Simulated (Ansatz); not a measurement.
## B6As: pressure against volume

B6As, R-3m, a = 6.132 Å, c = 11.896 Å. The structure is a Materials Project entry; whether it is the stable form wasn't checked. Ansatz: r2SCAN, PAW, 500 eV, Γ-centred 6×6×6 mesh on 14 atoms, Gaussian smearing 0.02 eV; no spin polarisation. Shape and atoms are relaxed at each volume; pressure is positive in compression.

| V (Å³/atom) | P (GPa) |
| --- | --- |
| 8.117 | 30.65 |
| 8.394 | 21.31 |
| 8.670 | 13.19 |
| 8.947 | ? |
| 9.224 | 0.00 |
| 9.500 | -5.32 |
| 9.777 | -9.93 |
| 10.146 | -15.14 |

Q: Take V0 = 9.224 Å³/atom, fit the third-order Birch–Murnaghan form to the other rows, and predict the missing pressure.

A: With the Eulerian strain f = ½[(V0/V)^(2/3) − 1] and y = P/[3f(1 + 2f)^(5/2)], the form is the line y = B0 + 1.5 B0 (B0′ − 4) f. Rows (f, y): 0.04448, 185.6; 0.03244, 187.1; 0.02108, 188.1; -0.00973, 191.4; -0.01904, 191.6; -0.03077, 192.2. Means f = 0.006410, y = 189.33; Σ(Δf)² = 0.004633, ΣΔfΔy = -0.4160; the slope is their ratio. y = 189.9 − 89.79 f GPa, so B0 = 189.9 GPa and B0′ = 4 + 2 × (-89.79)/(3 × 189.9) = 3.68. At V = 8.947, f = 0.01027, y = 188.98 and P = 6.13 GPa. The run gave 6.14 GPa, so the fit is 0.01 GPa too low, within the rms miss on the fitted rows (0.03 GPa).

Cost: 8 runs of about 12 core-minutes in all, on Oxide Virtual Turin-like Processor (Zen 5) (shared hosts).